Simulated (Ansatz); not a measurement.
**KRb₂CrF₆: settings compared (Ansatz)**

Input:

```yaml
crystal:
  lattice:
    - [0.0, 4.42984689, 4.42984689]
    - [4.42984689, 0.0, 4.42984689]
    - [4.42984689, 4.42984689, 0.0]
  atoms:
    - { symbol: F, position: [0.78, 0.22, 0.22] }
    - { symbol: F, position: [0.22, 0.78, 0.22] }
    - { symbol: F, position: [0.22, 0.78, 0.78] }
    - { symbol: F, position: [0.78, 0.22, 0.78] }
    - { symbol: F, position: [0.22, 0.22, 0.78] }
    - { symbol: F, position: [0.78, 0.78, 0.22] }
    - { symbol: Rb, position: [0.25, 0.25, 0.25] }
    - { symbol: Rb, position: [0.75, 0.75, 0.75] }
    - { symbol: K, position: [0.5, 0.5, 0.5] }
    - { symbol: Cr, position: [0.0, 0.0, 0.0] }
  symmetry: { tolerance: 0.0003 }
kpoints:
  mp_grid: { grid: [4, 4, 4], shift: [0, 0, 0] }
magnetization:
  spin_polarized: false
scf:
  occupations: { method: fermi_dirac }
hamiltonian:
  pseudopotentials: { kind: paw }
  xc: lda
basis:
  ecutwfc: 420
output:
  forces: true
  stress: true
  eigenvalues: true
  write_density: true
  write_potential: true
  elf: true
  volumetric_format: npy
```

The command:

```bash
ansatz run input.yaml --threads 1 --pin off --max-ram 2560MiB --backend cpu --events-out ev --progress --plain --runs-dir out
```

Origin of the cell: a database entry, scaled a little.

The smearing width isn't typed, so it takes its default of 0.1 eV.

Output of this run (shortened):

```
SCF iter   1: F=—  HF=-15933.021960 eV  Δρ=1.72e-2  dr2=3.75e-1  defer=7
SCF iter   2: F=—  HF=-15932.955116 eV  Δρ=1.13e-2  dr2=1.03e-1  defer=13
SCF iter   3: F=—  HF=-15932.923336 eV  Δρ=2.65e-3  dr2=1.36e-2  defer=13
SCF iter   4: F=—  HF=-15932.922159 eV  Δρ=1.83e-3  dr2=7.58e-3  defer=13
SCF iter   5: F=—  HF=-15932.921051 eV  Δρ=8.43e-4  dr2=1.80e-3  defer=13
SCF iter   6: F=—  HF=-15932.920694 eV  Δρ=2.93e-4  dr2=1.36e-4  defer=13
SCF iter   7: F=—  HF=-15932.920638 eV  Δρ=3.74e-5  dr2=2.10e-6  defer=13
SCF iter   8: F=—  HF=-15932.920810 eV  Δρ=6.82e-6  dr2=5.14e-8
SCF iter   9: F=-15932.920810 eV  HF=-15932.920810 eV  Δρ=9.18e-7  dr2=1.63e-9
SCF 1 converged in 9 iterations: F = -15932.920810 eV  dr2 = 1.63e-9
SCF converged after 9 iterations
Free energy (F): -15932.920810 eV
Harris-Foulkes:  -15932.920810 eV  (|F-HF|=6.58e-10)
Internal energy: -15932.510319 eV  (E = F + TS)
E sigma→0 (E₀):  -15932.715564 eV
Entropy (-TS):   -0.410491 eV (-41.049 meV/atom)
Fermi energy:    5.826865 eV
--- Per-component energies (eV) ---
  E_band       = -780.551803
  E_kinetic    = 2205.799163
  E_local      = -8038.491174  (includes V_loc(G=0)·N_el)
  E_nonlocal   = 906.988166
  E_hartree    = 3054.166474
  E_xc         = -995.452075
  E_vxc        = -1216.972383  (∫ρ·V_xc dr)
  E_paw        = -8052.261429  (= ΣΔE_a)
  E_vpaw       = -746.221966  (= ΣTr[D̂ρ^β])
  E_aug_tail   = 0.012583  (compensation charges beyond the density's cutoff)
  E_ewald      = -5015.116680
  E_core_change = 1.844653  (= ΣΔE_core)
  E_smearing   = -0.410491  (= −TS)
  Σ components = -15932.920810   (vs F -15932.920810, Δ=0.00e0)
--- Forces (eV/Å), atoms counted from 1 ---
  atom   1  F     -0.954608     0.000000    -0.000000
  atom   2  F      0.000000    -0.954608    -0.000000
[… 3 lines left out …]
  atom   6  F      0.000000     0.000000     0.954608
  atom   7  Rb     0.000000     0.000000     0.000000
  atom   8  Rb     0.000000    -0.000000    -0.000000
  atom   9  K     -0.000000     0.000000     0.000000
  atom  10  Cr     0.000000    -0.000000    -0.000000
  max |Σ_I F_I| component: 4.53e-16 eV/Å
--- Stress (GPa, compression-positive) ---
       -6.266779       0.000000      -0.000000
       -0.000000      -6.266779      -0.000000
        0.000000       0.000000      -6.266779
  P = ⅓ Tr σ = -6.2668 GPa (-62.668 kbar)
```

The same input was run again with these changes:

1. `scf.occupations.width` default → 0.01
2. `kpoints.mp_grid.grid` [4, 4, 4] → [6, 6, 6]
3. `hamiltonian.xc` lda → pbesol; `scf.initial_density.chi_scale` default → 0.0
4. `hamiltonian.hubbard` default → { sites: [{ species: Cr, l: d, u_eff: 1.0 }], double_counting: amf }

| run | end | SCF iterations | P (GPa) | max force component (eV/Å) | moment (μB) | ΔE(σ→0) (meV/atom) |
| --- | --- | --- | --- | --- | --- | --- |
| base | converged | 9 | -6.27 | 0.955 | – | 0 |
| 1 | converged | 11 | -6.40 | 0.972 | – | 14.89 |
| 2 | converged | 9 | -6.27 | 0.955 | – | 0.00 |
| 3 | converged | 11 | -2.80 | 0.768 | – | – |
| 4 | converged | 13 | -6.23 | 0.949 | – | – |

Energies are compared only where functional, datasets, charge and starting cell are the same.

Caveats of the base run: no spin polarisation, so a magnetic state may lie lower; the k mesh is coarse if the cell is a metal.

Time of the base run: 3.4 s on 1 thread of Intel(R) Xeon(R) 6975P-C (Granite Rapids), on a shared host, peak memory 0.49 GiB, from the program's own first density.
